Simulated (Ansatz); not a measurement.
SiO₂:
```
SiO2
1.0
    3.97861     2.29705     2.61614
   -3.97861     2.29705     2.61614
    0.00000    -4.59410     2.61614
Si O
3 6
Direct
  0.71533   0.28467   0.50000
  0.50000   0.71533   0.28467
  0.28467   0.50000   0.71533
  0.30958   0.69042   0.50000
  0.50000   0.30958   0.69042
  0.69042   0.50000   0.30958
  0.00000   0.33396   0.66604
  0.66604   0.00000   0.33396
  0.33396   0.66604   0.00000
```

x, y and z are the axes in which the lattice vectors are written.

Problem. Give the high-frequency dielectric tensor and the Born effective charge tensors of the independent atoms from DFPT, the program Ansatz at the r²SCAN level (PAW).

Solution. 
ε∞:
```
2.03  0.00  0.00
0.00  2.03  0.00
0.00  0.00  2.08
```
Z* of atom 1 (Si), rows: field, columns: displacement, in e:
```
3.53  0.00  0.00
0.00  2.71  0.56
0.00  0.10  3.35
```
Z* of atom 4 (O), rows: field, columns: displacement, in e:
```
-1.16   0.00   0.00
 0.00  -2.46  -0.01
 0.00  -0.09  -1.00
```
Z* of atom 7 (O), rows: field, columns: displacement, in e:
```
-1.46  -0.26  -0.86
-0.26  -1.16  -0.50
-0.77  -0.45  -2.36
```

Static charges for comparison (Bader): Si1 +3.36, O4 -1.68, O7 -1.68 e. Born charges measure polarisation by displacement and can exceed these by far.

Space group R32. The workflow started from a Materials Project entry (that database holds measured and hypothetical structures alike); the Crystallography Open Database copy checked does not list it. It is not the phase usual at ambient conditions (space group No. 92, 152, 154). Symmetry was held in the r²SCAN relaxation; phonons show weakly imaginary modes.

Potentials: the later of the program's two PAW sets.
